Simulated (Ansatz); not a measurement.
Level of theory: Ansatz 0.2.0, DFT PBE, scalar-relativistic, plane waves, PAW. Cutoff 420 eV, Γ-centred meshes of about 0.25 Å⁻¹ or finer for metals and 0.3 Å⁻¹ for insulators (2π included), Gaussian smearing. No spin polarisation.

All energies are static (0 K, no zero-point motion).

Two relaxed structures of GaMo:

A.

```xyz
4
Lattice="3.1464 -3.5109 0.0000 3.1464 3.5109 0.0000 0.0000 0.0000 2.7720" Properties=species:S:1:pos:R:3 pbc="T T T"
Ga    5.0213    0.0000    1.3860
Ga    1.2716    0.0000    1.3860
Mo    3.1464   -1.3878    0.0000
Mo    3.1464    1.3878    0.0000
```

B.

```xyz
8
Lattice="5.0070 0.0000 0.0000 0.0000 5.0070 0.0000 0.0000 0.0000 5.0070" Properties=species:S:1:pos:R:3 pbc="T T T"
Ga    4.2502    3.2603    1.7467
Ga    3.2603    1.7467    4.2502
Ga    1.7467    4.2502    3.2603
Ga    0.7568    0.7568    0.7568
Mo    0.7106    1.7928    3.2141
Mo    1.7928    3.2141    0.7106
Mo    3.2141    0.7106    1.7928
Mo    4.2963    4.2963    4.2963
```

Question: Which would you expect to be lower, and how large is the difference?

Answer: They are level within the accuracy (under 1 meV/atom apart). A has space group Cmmm (No. 65), 15.3 Å³/atom and no gap on its mesh; B has the FeSi (B20) type, space group P2_13 (No. 198), 15.7 Å³/atom and no gap. Counting all near atoms (those within 1.25 times the shortest distance at each site; a plus sign parts nearer from farther groups), A has Ga 11, Mo 11+2 and B has Ga 7+6, Mo 7+6. Even the lower one lies +0.07 eV/atom against the reference forms of the elements (uncorrected), so neither is stable at this level. Both come from trial cells of a structure search, whose lowest cell (P4/nmm, 15.6 Å³/atom) lies 138 meV/atom below the lower of the two.

The k mesh leaves some 4 meV/atom of noise in the energy of each metallic cell. Trial moments fell under 0.15 μB along the way in Cmmm and P2_13; another start might hold them. Cells relaxed within their symmetry can be saddle points. Some candidate types were left out of the draw beforehand, so a known form may be missing.
